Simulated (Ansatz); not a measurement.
## Lattice dynamics at Γ of Mg3PN (antiperovskite)

Perturbation theory with PBEsol in the PAW code Ansatz on the PBEsol cell, ground state and force constants on a 6×6×6 mesh. (Calculated; spin-unpolarised; the phase may be known or hypothetical.)

Space group Pm-3m (No. 221), cubic; a = 4.152 Å in the conventional setting, 14.32 Å³ an atom. Around P lie 12 Mg at 2.94 Å; around N lie 6 Mg at 2.08 Å; around Mg lie 2 N at 2.08 Å and 4 P at 2.94 Å.

```
P N Mg
1.0
     4.15229    0.00000    0.00000
     0.00000    4.15229    0.00000
     0.00000    0.00000    4.15229
P N Mg
1 1 3
Direct
  0.00000 0.00000 0.00000
  0.50000 0.50000 0.50000
  0.50000 0.50000 0.00000
  0.50000 0.00000 0.50000
  0.00000 0.50000 0.50000
```

Optical modes without the longitudinal term:
```csv
ω (cm⁻¹),degeneracy,"IR intensity, summed over the level ((D/Å)²/amu)"
156,3,67.64
156,3,0.00
332,3,11.95
592,3,51.43
```

All optical modes at Γ are real, from 156 to 592 cm⁻¹ without the longitudinal term; this says nothing of other wave vectors. With the long-range field the highest mode reaches 650 cm⁻¹. The program warns that the force constants, and all that is formed from them, aren't settled on this k mesh. Of the real levels 3 are infrared active, the strongest at 156 cm⁻¹.

ε∞: 9.21 in all directions. With the ions relaxed, ε⁰ is 39.3 in all directions. Born charges, averaged over directions: P -3.46, N -3.42, Mg +2.29 e. The program notes that the ground state's band table doesn't vouch for all the bands that the response reads.

For comparison, on the r2SCAN cell the mean ε∞ is 7.87 with r2SCAN (ground state on 6×6×6; least gap 2.20 eV), 9.1 with PBE (ground state on 6×6×6; least gap 1.76 eV).
